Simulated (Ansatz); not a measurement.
Ansatz input file:

```yaml
crystal:
  lattice:
    - [3.8755237226, 0.0, 0.0]
    - [0.0, 3.8755237226, 0.0]
    - [0.0, 0.0, 3.8755237226]
  atoms:
    - { symbol: Ba, position: [0.0, 0.0, 0.0] }
basis:
  ecutwfc: 420
kpoints:
  mp_grid: { grid: [12, 12, 12] }
hamiltonian:
  xc: pbesol
scf:
  occupations: { method: gaussian, width: 0.1 }
output:
  forces: true
  stress: true
  eigenvalues: true
```

Launched with
```bash
ansatz run input.yaml --threads 1 --pin off --max-ram 1331MiB --backend cpu --events-out ev --progress --plain --runs-dir out
```

Theory: Ansatz 0.2.0, DFT PBEsol, scalar-relativistic, plane waves, PAW.

Part of what the program printed, abridged (iterations and final results):

```
SCF iter   1: F=—  HF=-5862.317549 eV  |F-HF|=—  |Δ(HF+E_count)|=         —  Δρ=1.83e-3  dr2=3.87e-3  ethr=1.77e-3  ⟨swp⟩=7.3  Hψ=7256  notcnv=0
SCF iter   2: F=—  HF=-5862.317263 eV  |F-HF|=—  |Δ(HF+E_count)|=   2.85e-4  Δρ=1.26e-3  dr2=2.21e-3  ethr=3.87e-5  ⟨swp⟩=1.1  Hψ=1458  notcnv=0
SCF iter   3: F=—  HF=-5862.316687 eV  |F-HF|=—  |Δ(HF+E_count)|=   5.76e-4  Δρ=5.03e-4  dr2=1.91e-4  ethr=2.21e-5  ⟨swp⟩=2.9  Hψ=1105  notcnv=0
SCF iter   4: F=—  HF=-5862.316641 eV  |F-HF|=—  |Δ(HF+E_count)|=   4.66e-5  Δρ=2.05e-4  dr2=3.02e-5  ethr=1.91e-6  ⟨swp⟩=1.2  Hψ=832  notcnv=0
SCF iter   5: F=—  HF=-5862.316641 eV  |F-HF|=—  |Δ(HF+E_count)|=   1.12e-7  Δρ=8.63e-5  dr2=7.11e-6  ethr=3.02e-7  ⟨swp⟩=2.0  Hψ=1184  notcnv=0
SCF iter   6: F=—  HF=-5862.316638 eV  |F-HF|=—  |Δ(HF+E_count)|=   2.82e-6  Δρ=3.12e-5  dr2=9.24e-7  ethr=7.11e-8  ⟨swp⟩=2.4  Hψ=1187  notcnv=0
SCF iter   7: F=-5862.316638 eV  HF=-5862.316638 eV  |F-HF|=1.75e-8  |Δ(HF+E_count)|=   3.88e-7  Δρ=5.10e-6  dr2=2.40e-8  ethr=1.00e-9  ⟨swp⟩=4.2  Hψ=3921  notcnv=0
SCF 1 converged in 7 iterations: F = -5862.316638 eV  dr2 = 2.40e-8
SCF converged after 7 iterations
Free energy (F): -5862.316638 eV
Harris-Foulkes:  -5862.316638 eV  (|F-HF|=1.75e-8)
Internal energy: -5862.314283 eV  (E = F + TS)
E sigma→0 (E₀):  -5862.315460 eV
Entropy (-TS):   -0.002355 eV (-2.355 meV/atom)
Fermi energy:    6.250829 eV
--- Per-component energies (eV) ---
  E_band       = -81.623990
  E_kinetic    = 167.065683
  E_local      = -373.564256  (includes V_loc(G=0)·N_el)
  E_nonlocal   = 58.532371
  E_hartree    = 118.538058
  E_xc         = -165.425262
  E_vxc        = -133.759738  (∫ρ·V_xc dr)
  E_paw        = -5140.508351  (= ΣΔE_a)
  E_vpaw       = -36.977140  (= ΣTr[D̂ρ^β])
  E_aug_tail   = -0.000002  (compensation charges beyond the density's cutoff)
  E_ewald      = -527.103957
  E_core_change = 0.151433  (= ΣΔE_core)
  E_smearing   = -0.002355  (= −TS)
--- Forces (eV/Å), atoms counted from 1 ---
  atom   1  Ba     0.00000000     0.00000000     0.00000000
--- Stress (GPa, compression-positive) ---
       -0.350791       0.000000       0.000000
        0.000000      -0.350791       0.000000
        0.000000       0.000000      -0.350791
  P = ⅓ Tr σ = -0.3508 GPa (-3.508 kbar)
--- Band table (eV; the first three rows and the last of 84) ---
  k-point 0: bands = ["-22.8026", "-7.5565", "-7.5565", "-7.5565", "3.6512", "6.2370", "6.2370", "11.4377", "11.4377"]
  k-point 1: bands = ["-22.7977", "-7.6191", "-7.5512", "-7.5512", "3.7632", "6.2706", "6.3560", "11.0294", "11.0294"]
  k-point 2: bands = ["-22.7843", "-7.7849", "-7.5367", "-7.5367", "4.0658", "6.3662", "6.6889", "10.4020", "10.4020"]
  k-point 83: bands = ["-22.5871", "-8.1599", "-8.1599", "-8.1599", "6.1693", "6.1693", "6.1693", "9.6647", "12.0155"]
```

The calculation finished and met its thresholds.